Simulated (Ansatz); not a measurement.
ScF3:
```xyz
8
Lattice="2.8118 1.6234 4.6557 -2.8118 1.6234 4.6557 0.0000 -3.2468 4.6557" Properties=species:S:1:pos:R:3 pbc="T T T"
Sc     0.0000     0.0000     6.9835
Sc     0.0000     0.0000     0.0000
F      1.2704    -1.0464     8.1474
F     -1.2704     1.0464     5.8196
F      0.2710     1.6234     8.1474
F     -0.2710    -1.6234     5.8196
F     -1.5414    -0.5770     8.1474
F      1.5414     0.5770     5.8196
```

Relaxed with r²SCAN.

Map the electron localisation function on the plane through (0.500, 0.500, 0.500) spanned by u = [1, -1, 0] and v = [1, 1, -1] in lattice vectors, from plane-wave PAW r²SCAN (Ansatz code).

x is the fraction of u, y of v (the angle between them is 90°; rows are the nearest grid lines); atoms in the plane: Sc at (0.00, 0.00), Sc at (0.00, 0.50), F at (0.05, 0.25), F at (0.95, 0.75).
```
|01797100000000000000000179710|
|78984000000000000000000048987|
|99861000000000000000000015899|
|11000000000000000000000011111|
|98741000000000000000025799999|
|89985200000000000000257999768|
|79985200000000000001258998557|
|99974100000000000000146899999|
|53210000000000000000002456665|
|55310000000000000000000001245|
|99861000000000000000000015899|
|14896100000000000000000169841|
|14896100000000000000000169841|
|99851000000000000000000016899|
|54210000000000000000000001355|
|56665420000000000000000001235|
|99999864100000000000000147999|
|75589985210000000000000258997|
|86799975200000000000000258998|
|99999752000000000000000014789|
|11111000000000000000000000011|
|99851000000000000000000016899|
|78984000000000000000000048987|
|01797100000000000000000179710|
```
Scale: ten equal steps from 0.000 (start of '0') to 0.820 (end of '9'), in the order '0123456789'; x runs from 0.000 to 1.00, y from 0.000 (bottom) to 1.00 (top).

The density is the valence pseudo-density with augmentation charge, so density and ELF within about 1 Å of a nucleus are not all-electron values.

Space group R-3c. The first step of the workflow began from a Materials Project structure, measured or hypothetical; the Crystallography Open Database copy checked does not list it. COD files the formula under space group No. 155, 191, 194, 221, so this cell is another polymorph or a model. Its standing as an ambient phase is unchecked. The cell was relaxed with r²SCAN under the symmetry of its start; phonons on a q-mesh show no instability. The run is not spin-polarised.

Potentials: the later of the program's two PAW sets.
